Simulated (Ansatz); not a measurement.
Values for one crystal, relaxed and computed with plane-wave PAW PBEsol (Ansatz code); other levels are named.

```yaml
volume_per_atom: 20.52 Å³
electronic_character: metallic (no gap)
Density of states at the Fermi level: 0.44 states/eV per atom (mean over ±0.08 eV)
zone_centre_stability: unstable, softest mode 19i cm⁻¹
Gap with spin–orbit coupling: none (metallic)
highest_zone_centre_frequency: 117 cm^-1
Bulk modulus (Birch–Murnaghan fit): 68.0 GPa
```

Q: Which of these materials gives this?
A. GeSe2, P2_1/c (Ge on 4e, Se on 4e, Se on 4e)
B. Co3Sn2S2, R-3m (Co on 9d, Sn on 3b, Sn on 3a, S on 6c)
C. SnGe, P-6m2 (Sn on 1a, Ge on 1f)
D. SnGe3, I4/mmm (Sn on 2a, Ge on 4d, Ge on 2b)

A: D, SnGe3, I4/mmm (Sn on 2a, Ge on 4d, Ge on 2b)

The workflow started from a Materials Project entry (that database holds measured and hypothetical structures alike); the Crystallography Open Database copy checked does not list it. Whether it is the stable phase at ambient conditions was not checked. Symmetry was held in the PBEsol relaxation; phonons show weakly imaginary modes. Its formation energy is positive at this level, so the cell may be metastable or incomplete. As this level gives no gap, phonon frequencies hold no LO–TO term and depend on the k-mesh and smearing (Fermi–Dirac, 0.1 eV here). Scalar-relativistic: spin–orbit coupling is off unless named, which matters more the heavier the elements.

Potentials: the later of the program's two PAW sets.
